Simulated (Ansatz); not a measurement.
This Sc2H3F3 structure is the end of a relaxation. The cell was found from a structure generator's guess, not taken from experiment.

Theory: DFT PBE, scalar-relativistic, plane waves, PAW in Ansatz 0.2.0. Cutoff 420 eV, Γ-centred mesh, Gaussian smearing, no spin polarisation.

```yaml
crystal:
  lattice:
    - [3.99880, 0.00000, 0.00000]
    - [0.00000, 3.99880, 0.00000]
    - [0.00000, 0.00000, 7.94756]
  atoms:
    - { symbol: Sc, position: [0.00000, 0.00000, 0.75664] }
    - { symbol: Sc, position: [0.00000, 0.00000, 0.24336] }
    - { symbol: H, position: [0.50000, 0.00000, 0.77975] }
    - { symbol: H, position: [0.00000, 0.50000, 0.22025] }
    - { symbol: H, position: [0.00000, 0.00000, 0.00000] }
    - { symbol: F, position: [0.50000, 0.00000, 0.24675] }
    - { symbol: F, position: [0.00000, 0.50000, 0.75325] }
    - { symbol: F, position: [0.00000, 0.00000, 0.50000] }
```

Formation energies are uncorrected and refer to the elements' standard structures at the same level (F₂, H₂ as molecules).

(1) Find its symmetry and describe it.

(2) What is its formation energy per atom?

(3) Is it a metal?

(4) From what recipe could a structure generator have reached it?

Results:

(1) P-4m2 (No. 115). Conventional cell: a = 3.999 Å, c = 7.948 Å. Sc is surrounded by 3 H at 1.93–2.01 Å and 3 F at 2.00–2.04 Å; H on a site of symmetry 2mm is surrounded by 2 Sc at 2.01 Å; H on a site of symmetry -4m2 has 2 Sc at 1.93 Å; F on a site of symmetry 2mm has 2 Sc at 2.00 Å; 1 more site not described.

(2) −2.069 eV/atom. A negative formation energy is needed for stability but isn't enough: competing phases decide.

(3) No, the gap on the 6×6×4 mesh is 3.35 eV.

(4) One such recipe: ordered mixture on the anion sites of rhenium trioxide (P-4m2, No. 115). Other recipes can lead to the same cell.

The last run used a 6×6×4 mesh (in the run's order of axes) for its 8-atom cell and Gaussian smearing of 0.02 eV. Kohn–Sham gaps at this level usually fall short of measured ones. With hydrogen, zero-point motion can shift formation energies by some tens of meV/atom. A structure relaxed within its symmetry needn't be a true minimum.
